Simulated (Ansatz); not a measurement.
Equation of state of platinum, bcc

These are results of DFT, r2SCAN, plane waves (500 eV) with PAW, scalar-relativistic in Ansatz 0.2.0, not measurements. (PAW data from PBE, frozen cores regenerated.)

The cell is scaled uniformly from the relaxed one, with fractional coordinates and shape fixed. Energies are extrapolated to zero smearing, pressures are those at the given smearing. Magnetic state: non-magnetic.

```csv
V (Å³/atom),E − E₀ (meV/atom),P (GPa)
13.624,233.5,46.38
14.243,93.7,26.83
14.862,20.8,11.62
15.481,-0.1,-0.19
16.101,19.3,-9.31
16.720,69.7,-16.31
17.339,143.7,-21.65
```

**Question.** Fit a third-order Birch-Murnaghan equation.

**Answer.** V₀ = 15.47 Å³/atom, B₀ = 260 GPa, B₀′ = 5.4.
